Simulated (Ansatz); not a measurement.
Li4Nb6O18Zn:
```xyz
29
Lattice="5.1634 0.0000 0.0000 -2.5817 4.4716 0.0000 0.0000 0.0000 13.8937" Properties=species:S:1:pos:R:3 pbc="T T T"
Li     2.5817     1.4905     7.7540
Li     0.0000     2.9811     5.3864
Li     0.0000     2.9811    12.2597
Li     0.0000     0.0000    10.0383
Nb     0.0000     2.9811     2.2651
Nb     2.5817     1.4905     4.7122
Nb     0.0000     0.0000     7.0025
Nb     0.0000     2.9811     9.2953
Nb     2.5817     1.4905    11.6199
Nb     0.0000     0.0000    13.8116
O     -1.6183     3.3086     1.4541
O      1.0928     4.2188     1.4541
O     -0.9142     1.6567     3.7922
O      0.5255     1.4159     1.4541
O     -0.6899     4.4350     3.7922
O      1.6041     2.8516     3.7922
O      3.5169     0.2110     6.0703
O      1.0060     1.3204     6.0703
O      1.6478     3.1919     8.3685
O      3.2222     2.9402     6.0703
O     -0.6414     1.4487     8.3685
O     -1.0064     4.3027     8.3685
O      0.9474     1.7072    10.6626
O     -1.5769     2.7976    10.6626
O      1.6347     0.1547    12.9211
O      0.6295     4.4385    10.6626
O      1.8984     2.9786    12.9211
O      4.2120     1.3383    12.9211
Zn     0.0000     0.0000     3.0180
```

This is the r²SCAN-relaxed structure. x, y and z are the axes in which the lattice vectors are written.

Question: All from the program Ansatz at the r²SCAN level (PAW), unless another level is named. Estimate the band gap.

Answer: 3.60 eV (indirect).

Question: Predict the electron effective mass.

Answer: 1.2, 2.1, 2.5 mₑ (principal values).

Question: Next, the conduction-band minimum?

Answer: off the standard path, at k = (-0.104, -0.010, 0.156).

Question: And the valence-band maximum?

Answer: on the Γ–A line, 85 % of the way from Γ.

Question: Give the weight of the valence-edge state by species (Voronoi cells).

Answer: O 92 %, Zn 5 %, Nb 2 %.

Space group P3. The start of the workflow was typed in or built on a structure type; neither database checked (COD, Materials Project) lists it. Its standing as an ambient phase is unchecked. The r²SCAN relaxation kept the symmetry of its start; whether a distortion lowers the energy is not shown. The run is not spin-polarised. Scalar-relativistic: spin–orbit coupling is off unless named, which matters more the heavier the elements.

Potentials: the later of the program's two PAW sets.
